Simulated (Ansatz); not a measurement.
BN in space group P6_3/mmc (No. 194; B on 2d, N on 2c) under volume change, DFT-r²SCAN+D4 in the program Ansatz with PAW potentials, shape and atoms relaxed at each volume.

```
V (Å³/atom)  E − E(relaxed) (meV/atom)  P (GPa)
-----------  -------------------------  -------
8.113                             10.1     4.70
8.380                              4.0     2.68
8.648                              0.9     1.13
8.915                              0.0     0.01
9.183                              0.7    -0.79
9.450                              2.5    -1.30
9.718                              5.0    -1.69
```

### Question
What does a third-order Birch–Murnaghan fit give for V₀, B₀ and B′?

### Answer
V₀ = 8.92 Å³/atom, B₀ = 31.4 GPa, B′ = 10.3.

The cell was relaxed with r²SCAN+D4 under the symmetry of its start.

Potentials: the earlier of the program's two PAW sets.
